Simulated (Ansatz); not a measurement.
A geometry of Ga away from equilibrium: the start of the relaxation of a relaxed Ga cell, doubled along one cell vector, shaken by Gaussian noise of σ = 0.08 Å a coordinate. These are r2SCAN (plane waves to 500 eV, PAW, scalar-relativistic; Ansatz, an electronic-structure program) values and carry that method's errors. Γ-centred k-mesh 9×9×3 on the run's cell (coarser than for final values), Fermi–Dirac smearing 0.05 eV.

```xyz
8
Lattice="4.3427 0.0000 0.0000 -2.1714 3.7609 0.0000 0.0000 0.0000 10.6320" Properties=species:S:1:pos:R:3:forces:R:3 pbc="T T T" free_energy=-30320.467 pressure_GPa=0.6
Ga    -0.0787     0.0743     1.2248    0.3039    0.0936   -0.1769
Ga    -0.0534    -0.0882     6.6808   -0.3184    0.2271   -1.0716
Ga    -0.0134     0.0100     3.9705    0.1113   -0.5045    0.0808
Ga     0.0277    -0.0625     9.0583   -0.0502    1.0099    1.1786
Ga    -0.0176     2.5856     1.3566   -0.3725   -0.0521   -0.0503
Ga    -0.0894     2.4654     6.5674    0.2143   -0.2314   -0.1218
Ga     2.1665     1.1569     3.9814   -0.0316    0.4832   -0.0365
Ga     2.1512     1.3401     9.2611    0.1431   -1.0258    0.1977
```

Positions in Å, forces in eV/Å, free energy of the cell in eV (comparable only within this code, potentials and settings). Largest force: 1.55 eV/Å, on Ga4 (atoms numbered as listed); the geometry lies 0.20 eV/atom above the end of its relaxation.

No spin polarisation in the result.

The end of the path is a generated cell of Ga: the first start was made by placing the elements on the sites of a structure type, and the end was not matched to a known phase here, so it may be hypothetical. Known forms of Ga include space group No. 64.
